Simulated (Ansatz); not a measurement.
Consider a crystal of ZnSeS in space group P-6m2 (No. 187), with Zn on 1b; Se on 1f; S on 1a.

Level of theory: DFT PBE, scalar-relativistic, plane waves, PAW in Ansatz. Cutoff 420 eV, Γ-centred mesh, Gaussian smearing, no spin polarisation.

The zero of energy is the elements' standard structures at the same level; no fitted shifts are applied.

Problem. Give the relaxed lattice parameters and positions.

Solution.

Space group P-6m2 (No. 187). a = 4.316 Å, b = 4.316 Å, c = 4.707 Å, α = 90.00°, β = 90.00°, γ = 120.00°
| atom | site | symmetry | x | y | z |
| --- | --- | --- | --- | --- | --- |
| Zn | 1b | -6m2 | 0.0000 | 0.0000 | 0.5000 |
| Se | 1f | -6m2 | 0.6667 | 0.3333 | 0.5000 |
| S | 1a | -6m2 | 0.0000 | 0.0000 | 0.0000 |

Zn is surrounded by 2 S at 2.35 Å and 3 Se at 2.49 Å; Se is surrounded by 3 Zn at 2.49 Å; around S lie 2 Zn at 2.35 Å. Another local minimum with the same sites may exist.

Problem. Where does its energy lie, and is it a metal?

Solution. The energy over the elements is +0.25 eV/atom and the gap on the 12×12×10 mesh of the 3-atom cell is 0 eV (a metal). The separate elements lie lower, so it is unstable against them.

The last run used Gaussian smearing of 0.10 eV. The cell is a metal run without spin; a magnetic state may lie lower. The reference forms of S and Se are held partly by dispersion forces, which this level lacks. Symmetry constrained the relaxation, so the result can be a saddle point. Another cell of ZnSeS relaxed alike, in P1, lies 0.52 eV/atom lower, so this cell isn't the stable form at this level.
